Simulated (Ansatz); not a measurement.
## Zone-centre phonons of C: input and output

These are results of DFT LDA, scalar-relativistic, plane waves, PAW in Ansatz, not measurements.

Launched with:
```bash
ansatz run input.yaml --threads 1 --pin off --max-ram 3072MiB --backend cpu --events-out ev --progress --plain --runs-dir out
```

Input (bare energies are in eV):
```yaml
crystal:
  lattice:
    - [1.2228066819, -2.1167318658, 0.0]
    - [1.2228066819, 2.1167318658, 0.0]
    - [0.0, 0.0, 6.7225117217]
  atoms:
    - { symbol: C, position: [0.0833124673, 0.9166875327, 0.75] }
    - { symbol: C, position: [0.5833124673, 0.4166875327, 0.25] }
    - { symbol: C, position: [0.9166875327, 0.0833124673, 0.25] }
    - { symbol: C, position: [0.4166875327, 0.5833124673, 0.75] }
basis:
  ecutwfc: 420
kpoints:
  mp_grid: { grid: [18, 18, 6] }
hamiltonian:
  xc: lda
scf:
  occupations: { method: fermi_dirac, width: 0.15 }
output:
  eigenvalues: true
phonons:
  method: dfpt
  eigenvectors: true
```

Results section of the output:
```
--- Phonons (Γ-DFPT): 3 representative perturbations + reference, on 364 of 1944 k-points (Σ response iterations 9) ---
  k mesh reduced under 4 symmetry operations, with k and −k counted as one. Each operation leaves every solved displacement unchanged or reverses it
  ASR residual: 2.829e-5 → 0.000e0 eV/Å²; symmetrization residual: 8.354e-14 eV/Å²
  ASR residual per site (eV/Å²): 2.83e-5 2.83e-5 2.83e-5 2.83e-5
  Γ frequencies (cm⁻¹): -35.42 0.00 0.00 0.00 53.31 108.54 886.53 889.69 1593.08 1598.30 1598.90 1609.36
  non-analytic LO–TO correction: not included (Born effective charges unavailable; polar crystals: no LO–TO splitting at Γ)
```

It took 46 s on 1 thread of Arm Neoverse V1, on a shared host, peak memory 0.73 GiB.

Without a gap, frequencies and elastic constants depend on the k mesh and the smearing, soft modes and shear constants most. The crystal is built of layers and no dispersion correction was added, so the binding between them is poorly described, and with it their spacing and whatever depends on it.

Negative frequencies stand for imaginary ones: the cell is unstable against these modes.

This form isn't the element's structure at ambient conditions. The bands only touch here, so at this level the crystal is a zero-gap semiconductor or semimetal, not an ordinary metal.